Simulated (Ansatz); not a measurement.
SnAu:
```xyz
4
Lattice="4.3586 0.0000 0.0000 -2.1793 3.7747 0.0000 0.0000 0.0000 5.6000" Properties=species:S:1:pos:R:3 pbc="T T T"
Sn     2.1793     1.2582     4.2000
Sn     0.0000     2.5165     1.4000
Au     0.0000     0.0000     2.8000
Au     0.0000     0.0000     0.0000
```

Relaxed with r²SCAN.

Problem. Map the valence electron density (e/Å³), cut off at 3 on the plane through (0.667, 0.333, 0.750) spanned by u = [0, 0, 1] and v = [1, -1, 0] in lattice vectors, from r²SCAN in the plane-wave PAW code Ansatz.

Solution. x is the fraction of u, y of v (the angle between them is 90°; rows are the nearest grid lines); atoms in the plane: Sn at (0.00, 0.00), Sn at (0.50, 0.67), Au at (0.75, 0.33), Au at (0.25, 0.33).
```
|@@@@-.                 .-@@@@|
|@@@*:.                 .:*@@@|
|@@*-.                   .-*@@|
|...                       ...|
|                             |
|           ...:...           |
|          .=%@@@%=.          |
|         .-@@@@@@@-.         |
|         .-@@@@@@@-.         |
|         .:=@@@@@=:.         |
|          ..:::::..          |
|           .......           |
|    ...:....     ....:...    |
|   .:-=+=-:.     .:-=+=-:.   |
| ..-@@@@@@@-.. ..-@@@@@@@-.. |
|..:#@@@@@@@#:...:#@@@@@@@#:..|
|..:#@@@@@@@#:...:#@@@@@@@#:..|
|  .-#@@@@@#-.   .-#@@@@@#-.  |
|   ..:---:..     ..:---:..   |
|    ......         ......    |
|....                     ....|
|@@*-.                   .-*@@|
|@@@*:.                 .:*@@@|
|@@@@-.                 .-@@@@|
```
Scale: ten equal steps from 0.021 (start of ' ') to 3.00 (end of '@'), in the order ' .:-=+*#%@'; x runs from 0.000 to 1.00, y from 0.000 (bottom) to 1.00 (top).

The density is the valence pseudo-density with augmentation charge, so density and ELF within about 1 Å of a nucleus are not all-electron values.

Space group P6_3/mmc (NiAs type). The workflow started from a Materials Project entry (that database holds measured and hypothetical structures alike); the Crystallography Open Database files this formula in space group No. 194, but the cells were not matched. Its standing as an ambient phase is unchecked. The cell was relaxed with r²SCAN under the symmetry of its start; of distortions, only those at the zone centre were tested. Scalar-relativistic: spin–orbit coupling is off unless named, which matters more the heavier the elements.

Potentials: the later of the program's two PAW sets.
